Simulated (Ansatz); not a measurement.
Name crystals whose computed values (r²SCAN (plane waves, PAW; program Ansatz)) fall in these windows: HSE06 gap (eV) 1.9 to 2.5; gap (eV) 1.2 to 1.7.



| crystal | HSE06 gap (eV) | gap (eV) |
|---|---|---|
| LaN, zinc blende | 2.17 | 1.51 |
| B, α-B12 | 2.10 | 1.60 |
| AlGaAs2, P-4m2 (Pearson symbol tP8) | 1.98 | 1.63 |
| CdSiN2, R-3m (Cd on 3a, Si on 3b, N on 6c) | 2.27 | 1.56 |
| ZnO, NiAs type | 2.49 | 1.35 |
Others may fit too.

Built on a structure type that need not be the filed one of that space group: ZnO, NiAs type. Typed or built starts, not in the databases checked: LaN, zinc blende; AlGaAs2, P-4m2 (Pearson symbol tP8); CdSiN2, R-3m (Cd on 3a, Si on 3b, N on 6c). Not the usual ambient phase: ZnO, NiAs type. All cells were relaxed under the symmetry of their starts (and spin orders); stability against distortions was not tested throughout. Scalar-relativistic: spin–orbit coupling is off unless named, which matters more the heavier the elements.

Potentials: the earlier of the program's two PAW sets.
